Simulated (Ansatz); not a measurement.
An Ansatz input:

```yaml
crystal:
  lattice:
    - [-1.5907229518, 1.5907229518, 1.5907229518]
    - [1.5907229518, -1.5907229518, 1.5907229518]
    - [1.5907229518, 1.5907229518, -1.5907229518]
  atoms:
    - { symbol: Pt, position: [0.0, 0.0, 0.0], spin: 1.0 }
hamiltonian:
  xc: r2scan
  pseudopotentials:
    kind: paw
    azcp:
      Pt: "pseudopotentials/Pt.paw.azcp"
basis:
  ecutwfc: 500
  fft_grid_basis: typed
kpoints:
  mp_grid: { grid: [23, 23, 23], shift: [0, 0, 0] }
magnetization:
  spin_polarized: true
scf:
  occupations: { method: fermi_dirac, width: 0.05 }
output:
  stress: true
```

and its output:

```
Engine: ansatz 0.2.0, x86_64-unknown-linux-gnu
Pseudopotentials: kind: paw
Pseudopotential: Pt, paw, valence charge 18, recommended cutoff 500 eV (meta_gga) 
Functional definition: r2SCAN
  parameter k0 = 0.174
  parameter k1 = 0.065
  parameter a1 = 4.9479
  exchange = r2scan_x(k0 = k0, k1 = k1, a1 = a1)
  correlation = r2scan_c
Crystal: 1 atoms, lattice volume = 16.101 Å³
Basis set: ecut = 500 eV, 381 PW (Γ), exchange–correlation on 96×96×96 points (64 copies of the dense FFT grid, shifted against one another)
Bands: 14, of which v1, the nominal top of the filled ones, is band 9 counted from 1 (8 counted from 0)
Symmetry: 48 space group operations
Space group: Im-3m (ITA 229), of the structure as read, at distance tolerance 2.5e-5 Å
Magnetic group: BNS 229.140 (UNI 1642), of the structure as read, at distance tolerance 2.5e-5 Å
k-points: 364 of 12167
Non-local potential: Pt, projectors of the file, l = 0: 3, l = 1: 2, l = 2: 2, l = 3: 1
PAW form: soft (Blöchl's): semilocal exchange-correlation on the pseudo side does not see the compensation charge
PAW frozen core: Pt, regenerated for the run's functional (the file was generated under x = pbe(κ = 0.804, μ = 0.2195149727645171), c = pbe(β = 0.06672455060314922))
PAW one-centre angular grid: Pt, 590 points (default); XC on 160 Gauss nodes
Initial density: superposition of atomic densities (chi_scale 0.1, normalization cell)
Starting moments: Σ|m| = 1 μB on 1 of 1 site
Initial wavefunctions: pseudopotential atomic-orbital guess
Functional: x = r2scan, c = r2scan; τ floored in thin density (d = 2e-4 eV/Å³)
iter 1 solved again at ethr=2.37e-3 eV; its pass at ethr=3.10e-3 eV (dr2=4.27e-1 eV) is discarded
SCF iter   1: F=—  HF=-12536.623578 eV  |F-HF|=—  |Δ(HF+E_count)|=         —  Δρ=4.33e-2 (↑4.33e-2 ↓3.07e-2)  dr2=6.15e-1  dr2_τ=1.26e-2  dr2_m=4.83e-2  M=0.545 μB ∫|m|=0.560 μB  β_m=0.66  ethr=2.37e-3  ⟨swp⟩=2.0  Hψ=76709  notcnv=0
Mixer restart at iter 1: flushing history
SCF iter   2: F=—  HF=-12536.454713 eV  |F-HF|=—  |Δ(HF+E_count)|=   1.69e-1  Δρ=1.77e-2 (↑1.59e-2 ↓1.77e-2)  dr2=4.51e-2  dr2_τ=7.37e-3  dr2_m=9.68e-3  M=0.494 μB ∫|m|=0.523 μB  β_m=1.00  ethr=2.37e-3  ⟨swp⟩=2.0  Hψ=17370  notcnv=0  κ⁻¹=1.0e0(r=1)
SCF iter   3: F=—  HF=-12536.681963 eV  |F-HF|=—  |Δ(HF+E_count)|=         —  Δρ=3.10e-2 (↑3.10e-2 ↓2.25e-2)  dr2=2.66e-2  dr2_τ=1.31e-2  dr2_m=8.70e-2  M=0.081 μB ∫|m|=0.113 μB  β_m=0.36  ethr=2.51e-4  ⟨swp⟩=2.4  Hψ=16658  notcnv=0  defer=61
...
SCF iter  15: F=—  HF=-12536.683462 eV  |F-HF|=—  |Δ(HF+E_count)|=  3.07e-10  Δρ=8.37e-7 (↑7.00e-7 ↓8.37e-7)  dr2=1.93e-11  dr2_τ=1.14e-11  dr2_m=8.11e-11  M=-0.000 μB ∫|m|=0.000 μB  β_m=1.00  ethr=1.00e-12  ⟨swp⟩=2.0  Hψ=19670  notcnv=0  κ⁻¹=3.9e-7(r=8)
SCF iter  16: F=—  HF=-12536.683462 eV  |F-HF|=—  |Δ(HF+E_count)|=  5.06e-10  Δρ=4.05e-7 (↑4.05e-7 ↓3.83e-7)  dr2=2.08e-13  dr2_τ=3.08e-12  dr2_m=2.28e-11  M=-0.000 μB ∫|m|=0.000 μB  β_m=1.00  ethr=1.00e-12  ⟨swp⟩=2.0  Hψ=19667  notcnv=0  κ⁻¹=3.5e-7(r=8)
SCF iter  17: F=-12536.683462 eV  HF=-12536.683462 eV  |F-HF|=7.28e-11  |Δ(HF+E_count)|=  3.82e-11  Δρ=3.19e-7 (↑3.19e-7 ↓3.18e-7)  dr2=5.28e-14  dr2_τ=1.96e-12  dr2_m=1.50e-11  M=-0.000 μB ∫|m|=0.000 μB  ethr=1.00e-12  ⟨swp⟩=1.0  Hψ=13106  notcnv=0
SCF 1 converged in 17 iterations: F = -12536.683462 eV  dr2 = 5.28e-14
WARN: the starting moments were not kept: the SCF closed with an absolute magnetisation of 2.9e-6 μB, where they sum to 1 μB in size (1 site). That is at most 0.1 of that sum. Measured as dr2_m measures the in/out step, that magnetisation stands 4.6e-12 eV from none, at or under the dr2_threshold of 1.0e-7 eV: it is no larger than a step whose dr2_m would equal this threshold. The system may hold no moment; this SCF shows only that its start led to no more than that. To try another start: raise the starting moments (crystal.atoms[].spin, magnetization.per_species, magnetization.initial_magnetization, or on a non-collinear deck that types none of these the spinor_matrix: blocks that start its atoms; where the total moment is fixed, keep their sum and leave initial_magnetization as it is; typed ones take the place of any that the run laid by itself, positive ones on a crystal's lanthanoids without a Hubbard term where scf.initial_density.shell_occupations: [] is typed) or, if the notice of its spin-set hold's release reads "site moments contracting" or "site moments show no strong build", lengthen the hold (scf.mixing.spin_hold: { on: { confirm: 4 } }; for m-r²SCAN on two components see the key's manual first). Each may lead to a state that holds a moment. A second SCF, from the converged charge density, with the starting moments and any scf.initial_density.shell_occupations laid on it anew, would have followed, and was not run: the deck does not ask for one (magnetization.retry_lost_moments is false, the default). To let it run, set magnetization.retry_lost_moments: true and run the deck again, where that key's refused combinations let it; where memory then withholds it, that run's warning says so.
this state was not tested for a lower state beside it, because the mixer in use, unlike msr1, does not test its closes by its own steps (another_mixer; see scf.mixing.algorithm and scf.lower_state_search)
SCF converged after 17 iterations
Magnetization: -0.0000 μB (9.0000 up, 9.0000 down)
Absolute magnetization: 0.0000 μB (∫|ρ↑−ρ↓|, with the PAW one-centre terms)
Spin contamination: 0.0000 ħ² per cell (⟨S²⟩ above its minimum at these occupations)
Per-site moments (μB) at R_I (Å): [(-2.368825595922485e-6, 1.1365253514794595)]
Free energy (F): -12536.683462 eV
Harris-Foulkes:  -12536.683462 eV  (|F-HF|=7.28e-11)
Internal energy: -12536.677328 eV  (E = F + TS)
E sigma→0 (E₀):  -12536.680395 eV
Entropy (-TS):   -0.006134 eV (-6.134 meV/atom)
Fermi energy:    20.996633 eV
--- Per-component energies (eV) ---
  E_band       = -175.872447
  E_kinetic    = 636.874023
  E_local      = -1553.376384  (includes V_loc(G=0)·N_el)
  E_nonlocal   = 202.395155
  E_hartree    = 575.570924
  E_xc         = -249.535406
  E_vxc        = -336.603363  (∫ρ·V_xc dr)
  E_paw        = -9479.966576  (= ΣΔE_a)
  E_vpaw       = -297.800886  (= ΣTr[D̂ρ^β])
  E_aug_tail   = 0.000141  (compensation charges beyond the density's cutoff)
  E_vtau       = 21.497019  (kinetic-family band-sum trace: ∫τ·v_τ [+ j·A + Jᵃ·Aᵃ] dr)
  E_ewald      = -2668.407711
  E_core_change = -0.231494  (= ΣΔE_core)
  E_smearing   = -0.006134  (= −TS)
  E_closure    = -0.000000  (closes the sum)
  Σ components = -12536.683462   (vs F -12536.683462, Δ=0.00e0)
--- Stress (GPa, compression-positive) ---
       -9.308985      -0.000000       0.000000
       -0.000000      -9.308985       0.000000
       -0.000000       0.000000      -9.308985
  P = ⅓ Tr σ = -9.3090 GPa (-93.090 kbar)
```
